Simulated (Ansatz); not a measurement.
# Straining SrCa

Method: Ansatz 0.2.0, DFT r2SCAN, scalar-relativistic, plane waves, PAW. Settings: 500 eV cutoff, 12×12×6 k-mesh, Gaussian smearing of 0.10 eV, no spin polarisation.

Starting point, cell and atoms relaxed:

```
CELL_PARAMETERS angstrom
4.12716 0.00000 0.00000
-2.06358 3.57423 0.00000
0.00000 0.00000 6.78335
ATOMIC_POSITIONS crystal
Sr 0.66667 0.33333 0.50000
Ca 0.00000 0.00000 0.00000
```

Deformation: c alone is stretched, the rest of the cell is held and the atoms relax, all within the symmetry that the strain leaves. Energies are extrapolated to zero smearing.

```
strain (%)  ΔE (meV/atom) a (Å) b (Å) c (Å)
      -6.0           21.4  4.127  4.127  6.376
      -4.0            9.6  4.127  4.127  6.512
      -2.0            2.2  4.127  4.127  6.648
      +0.0            0.0  4.127  4.127  6.783
      +2.0            2.8  4.127  4.127  6.919
      +4.0           10.2  4.127  4.127  7.055
      +6.0           21.3  4.127  4.127  7.190
```

(1) What stiffness (1/V) d²E/dε² at zero strain does a cubic fit over all points give?

Results:

(1) A cubic fit gives (1/V) d²E/dε² = 38 GPa at zero strain (the elastic constant along c at held a and b).